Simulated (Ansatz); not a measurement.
**Does this entry for CsBC4N4 lie near equilibrium?**

The cell is a refined structure from the COD, atoms as given.

Space group I4_1/a:1 (No. 88); a = 7.3000, c = 15.3400 Å.

```csv
site,Wyckoff,site symmetry,x,y,z
Cs,4a,-4..,0.0000,0.5000,0.2500
B,4b,-4..,0.5000,0.0000,0.2500
C,16f,1,0.6441,0.1042,0.1910
N,16f,1,0.7481,0.1803,0.1505
```

One atom of each set is listed; the run and its k-mesh use a cell of 20 atoms with edges of 9.25, 9.25, 9.25 Å.

The numbers come from a DFT calculation in Ansatz (PBE, plane waves and PAW, scalar-relativistic, 420 eV cutoff, Γ-centred 6×6×6 k-points, Fermi–Dirac smearing 0.05 eV).

(1) Do the atoms and the cell lie near the calculated equilibrium?

## Answers

(1) No. The largest force is 4.3 eV/Å, on atom 15 (N: 1 C at 1.13 Å; also 2 Cs at 3.23–3.34 Å), and the pressure is 5.9 GPa. Such values can come from imprecise or misplaced coordinates, missing atoms or a wrong setting of the space group; the run alone doesn't tell which, and gradients calculated on this entry can't be taken for those of the compound at ambient conditions.
